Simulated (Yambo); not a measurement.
Yambo run on KOH (space group Cmc2_1, No. 36). The wavefunctions come from this Quantum ESPRESSO step (LDA, PseudoDojo standard norm-conserving files, scalar-relativistic):

```
&CONTROL
  calculation = 'nscf'
  pseudo_dir = './pseudo'
  outdir = './out'
/
&SYSTEM
  ibrav = 0
  nat = 6
  ntyp = 3
  ecutwfc = 84.0
  ecutrho = 336.0
  occupations = 'fixed'
  force_symmorphic = .true.
  nbnd = 118
/
&ELECTRONS
  conv_thr = 6.000000000000001e-09
  diago_full_acc = .true.
  diago_thr_init = 1e-08
/
ATOMIC_SPECIES
H 1.0080 H.upf
O 15.9990 O.upf
K 39.0983 K.upf
CELL_PARAMETERS angstrom
  1.959035000000  -5.181295000000   0.000000000000
  1.959035000000   5.181295000000   0.000000000000
  0.000000000000   0.000000000000   3.972960000000
ATOMIC_POSITIONS crystal
H   0.031900000000   0.968100000000   0.096340000000
H   0.968100000000   0.031900000000   0.596340000000
O   0.102790000000   0.897210000000   0.258810000000
O   0.897210000000   0.102790000000   0.758810000000
K   0.360910000000   0.639090000000   0.239440000000
K   0.639090000000   0.360910000000   0.739440000000
K_POINTS automatic
4 4 4 0 0 0
```

Yambo input:

```
rim_cut
gw0
dyson
el_el_corr
HF_and_locXC
ppa
em1d
RandQpts= 1000000
RandGvec= 1 Ry
EXXRLvcs= 84 Ry
VXCRLvcs= 336 Ry
Chimod= "HARTREE"
% BndsRnXp
 1 | 117 |
%
NGsBlkXp= 7 Ry
% LongDrXp
 1.0 | 1.0 | 1.0 |
%
PPAPntXp= 27.2114 eV
% GbndRnge
 1 | 117 |
%
GTermKind= "BG"
DysSolver= "n"
ExtendOut
% QPkrange
 1 | 1 | 16 | 17 |
 19 | 19 | 16 | 17 |
%
```

k points by index: 1 = Γ, 19 = (-0.5, -0.5, 0).

The o-*.qp file then holds:

```
#    K-point    Band    Eo [eV]    E [eV]    E-Eo [eV]    Vxc [eV]    Vnlxc [eV]    Sc|Eo [eV]    Sc|E [eV]    dSc/dw|Eo [eV]    Re(Z)    Im(Z)
#
    1    16    -0.025786    -1.564274    -1.538488    -18.64354    -24.53341    3.965214    4.351386    -6.829677    0.799368    -0.001230
    1    17    3.693526    4.940809    1.247283    -9.715574    -5.133915    -3.152683    -3.334376    -3.963666    0.872857    -0.791788E-3
    19    16    0.000000    -1.524184    -1.524184    -18.72655    -24.62335    3.988484    4.372617    -6.857366    0.798718    -0.001232
    19    17    5.669463    7.313021    1.643558    -9.018297    -3.852420    -3.294146    -3.522320    -3.777540    0.878100    -0.783278E-3
```
(The two width columns are left out.) Convergence of these settings isn't established.

Geometry of the Materials Project entry, not relaxed at this level.

The structure is a Materials Project entry; no match was found in the copy of COD used, and its stability was not checked.
